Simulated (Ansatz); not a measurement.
ScRhN2:
```xyz
4
Lattice="1.6259 0.9387 5.8695 -1.6259 0.9387 5.8695 0.0000 -1.8774 5.8695" Properties=species:S:1:pos:R:3 pbc="T T T"
Sc     0.0000     0.0000     8.8042
Rh     0.0000     0.0000     0.0000
N      0.0000     0.0000    15.7770
N      0.0000     0.0000     1.8314
```
The run is spin-polarised; directions of the spins, atom by atom: 0 ↑ 0 0.

Relaxed with r²SCAN.

Give the Bader charges and basin volumes of the independent atoms, plane-wave PAW r²SCAN (Ansatz code).



```json
[
 {"atom": "Sc1", "Bader charge (e)": "+1.92", "Bader volume (Å³)": "8.7"},
 {"atom": "Rh2", "Bader charge (e)": "+0.71", "Bader volume (Å³)": "18.5"},
 {"atom": "N3", "Bader charge (e)": "-1.32", "Bader volume (Å³)": "13.3"}
]
```

Space group R-3m. The start of the workflow was typed in or built on a structure type; neither database checked (COD, Materials Project) lists it. Its standing as an ambient phase is unchecked. Symmetry was held in the r²SCAN relaxation; whether a distortion lowers the energy is not shown. Magnetic state: ferromagnetic, the only order run, not a proven ground state. Other orbital occupations within this spin state were not tried. No Hubbard U is applied.

Potentials: the earlier of the program's two PAW sets. The files were generated under PBE; for other functionals the program regenerates the frozen cores, and for LDA and PBEsol the local potential too.
